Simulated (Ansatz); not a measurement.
## Calculated electric field gradients for CaAl2SiO6

The cell is a Materials Project structure (computed, not necessarily an observed phase), taken as it stands.

Space group P2/c (No. 13); a = 5.3343, b = 8.7513, c = 9.6969 Å, β = 105.37°.

| site | Wyckoff | site symmetry | x | y | z |
| --- | --- | --- | --- | --- | --- |
| Ca1 | 2e | 2 | 0.0000 | 0.9367 | 0.7500 |
| Ca2 | 2f | 2 | 0.5000 | 0.4420 | 0.2500 |
| Al5 | 4g | 1 | 0.1761 | 0.6537 | 0.9663 |
| Al9 | 2e | 2 | 0.0000 | 0.3472 | 0.7500 |
| Al10 | 2f | 2 | 0.5000 | 0.8392 | 0.2500 |
| Si | 4g | 1 | 0.6737 | 0.1521 | 0.4578 |
| O17 | 4g | 1 | 0.7626 | 0.1576 | 0.6358 |
| O18 | 4g | 1 | 0.6943 | 0.9873 | 0.3822 |
| O19 | 4g | 1 | 0.3822 | 0.2248 | 0.3958 |
| O20 | 4g | 1 | 0.2676 | 0.6771 | 0.1541 |
| O21 | 4g | 1 | 0.1959 | 0.4803 | 0.8831 |
| O22 | 4g | 1 | 0.8675 | 0.7369 | 0.8944 |

One atom of each set is listed.

Computed with Ansatz: DFT, PBE, plane waves and PAW, scalar-relativistic, 420 eV cutoff, Γ-centred 4×3×3 k-points, Fermi–Dirac smearing 0.02 eV.

C_Q = eQV_zz/h, which is 24.18 MHz for Q = 1 b and V_zz = 10²¹ V/m²; η = (V_xx − V_yy)/V_zz.

⁴³Ca: I = 7/2, Q = -40.80 mb; ²⁷Al: I = 5/2, Q = 146.6 mb; ¹⁷O: I = 5/2, Q = -25.58 mb. Quadrupole moments are those of Pyykkö's year-2017 table.

| site | atoms | first shell | V_zz (10²¹ V/m²) | η | C_Q (MHz) |
| --- | --- | --- | --- | --- | --- |
| Ca1 | 2 | 8 O at 2.41–2.57 Å | 3.15 | 0.12 | -3.11 |
| Ca2 | 2 | 8 O at 2.42–2.61 Å | 4.07 | 0.20 | -4.02 |
| Al5 | 4 | 4 O at 1.74–1.79 Å | -2.70 | 0.43 | -9.58 |
| Al9 | 2 | 6 O at 1.84–2.20 Å | 1.57 | 0.54 | 5.55 |
| Al10 | 2 | 6 O at 1.92–2.00 Å | 1.18 | 0.21 | 4.20 |
| Si | 4 | 4 O at 1.63–1.66 Å | -1.56 | 0.56 | – |
| O17 | 4 | 1 Si at 1.66 Å, 2 Al at 2.00–2.20 Å; also 1 Ca at 2.41 Å | 5.64 | 0.55 | -3.49 |
| O18 | 4 | 1 Si at 1.63 Å, 1 Al at 1.92 Å, angle 144°; also 1 Ca at 2.42 Å | 7.22 | 0.20 | -4.47 |
| O19 | 4 | 1 Si at 1.64 Å, 1 Al at 1.79 Å, angle 135°; also 2 Ca at 2.55–2.57 Å | 5.86 | 0.26 | -3.62 |
| O20 | 4 | 3 Al at 1.77–1.95 Å; also 1 Ca at 2.45 Å | -3.94 | 0.17 | 2.44 |
| O21 | 4 | 2 Al at 1.74–1.84 Å, angle 142°; also 1 Ca at 2.42 Å, 1 Al at 3.00 Å | 4.29 | 0.40 | -2.65 |
| O22 | 4 | 1 Si at 1.65 Å, 1 Al at 1.77 Å, angle 135°; also 2 Ca at 2.46–2.61 Å | 5.71 | 0.32 | -3.53 |

At O18, O19 and O21 V_zz runs parallel to the line that joins its two neighbours (within 12°) in each case. At O17 V_zz points along its shortest bond, to Si (within 11°). At O20 V_zz stands upright on the plane through its three neighbours (within 12°).

Si has no stable isotope with a ground-state quadrupole moment in the table, so no C_Q is given.

The run took 2 min of wall time (2 min of CPU time) and 1.1 GiB at its peak, on 1 thread of Arm Neoverse V2 (aarch64; 28 cores open to the job, memory cap 3.0 GiB, no GPU), a shared host with a load of 0.4 a core.
